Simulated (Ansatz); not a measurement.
Simulated powder pattern, Cu Kα, λ = 1.54184 Å (kinematic, ideal powder, no thermal factors, no anomalous dispersion; the 30 strongest lines at most, above 1 %, up to 2θ = 90°):

```json
[
 {"2θ (°)": "38.09", "d (Å)": "2.362", "I/Imax (%)": "100"},
 {"2θ (°)": "54.97", "d (Å)": "1.671", "I/Imax (%)": "17"},
 {"2θ (°)": "68.83", "d (Å)": "1.364", "I/Imax (%)": "34"},
 {"2θ (°)": "81.48", "d (Å)": "1.181", "I/Imax (%)": "11"}
]
```

The pattern belongs to a structure relaxed with plane-wave PAW PBE (Ansatz code).

Which compound is it?
(A) TiAs, CsCl type
(B) ZrAg, Cmcm (Zr on 4c, Ag on 4c)
(C) ZrMo, CsCl type
(D) InP, CsCl type

C, ZrMo, CsCl type

Give the lattice parameters.

a = 3.341 Å.

Space group Pm-3m (CsCl type). The start of the workflow was typed in or built on a structure type; neither database checked (COD, Materials Project) lists it. Whether it is the stable phase at ambient conditions was not checked. The cell was relaxed with PBE under the symmetry of its start; its stability against distortions is not shown here. The run is not spin-polarised.

Potentials: the earlier of the program's two PAW sets.
